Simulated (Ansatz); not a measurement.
Ga2O3 (beta-Ga2O3 type, space group C2/m)

```
Ga2O3
1.0
    6.22799    -1.54164     0.00000
    6.22799     1.54164     0.00000
   -1.39171     0.00000     5.71014
Ga O
4 6
Cartesian
  0.01377   0.00000   4.53799
 11.05050   0.00000   1.17215
  7.76490   0.00000   1.79402
  3.29937   0.00000   3.91611
  1.88440   0.00000   0.62328
  9.17987   0.00000   5.08686
  1.37815   0.00000   3.22245
  9.68612   0.00000   2.48769
  5.82098   0.00000   1.46578
  5.24329   0.00000   4.24436
```

The volume is varied about the relaxed value V₀ at fixed cell shape. The atoms relax within the cell's symmetry.

Computed with PBE (plane waves to 420 eV, PAW, scalar-relativistic; Ansatz, a quantum-chemistry and plane-wave program). k mesh 11×11×6 (Γ-centred), Fermi-Dirac smearing 0.05 eV. Energies are smeared free energies. Stress and pressure are positive under compression. With the shape held, the modulus is that of even scaling; a crystal free to change shape is softer. Ga2O3 was relaxed with its symmetry unable to fall. The PAW data are Ansatz's earlier set. ΔE is measured from the relaxed starting cell.

| V (Å³/atom) | ΔE (meV/atom) |
|---|---|
| 9.868 | 64.0 |
| 10.143 | 34.4 |
| 10.417 | 14.7 |
| 10.691 | withheld |
| 10.965 | 0.0 |
| 11.239 | 3.2 |
| 11.513 | 12.4 |
| 11.787 | 26.7 |
| 12.061 | 45.7 |

**Question.** Fit a third-order Birch-Murnaghan form (E₀, V₀, B₀, B₀′ free) to the given rows and predict ΔE at V = 10.691.

**Answer.** Least squares on the 8 given rows: ΔE = E₀ + (9V₀B₀/16)·y²·[2 + (B₀′ − 4)y], y = (V₀/V)^(2/3) − 1, with V₀ = 10.966 Å³/atom, B₀ = 156.7 GPa (160.2 GPa = 1 eV/Å³; the term in eV is multiplied by 1000), B₀′ = 3.95, E₀ = 0.04 meV/atom; root-mean-square residual 0.03 meV/atom. At 10.691 the fit gives 3.6 meV/atom; the calculation gives 3.5 meV/atom, so the interpolation is off by 0.1 (+2.9 %). For the pressure the fit gives 4.2 GPa against the computed 4.2 GPa.

(A scan under strain: stresses follow from slopes of the energy per volume, elastic moduli from its curvatures.)
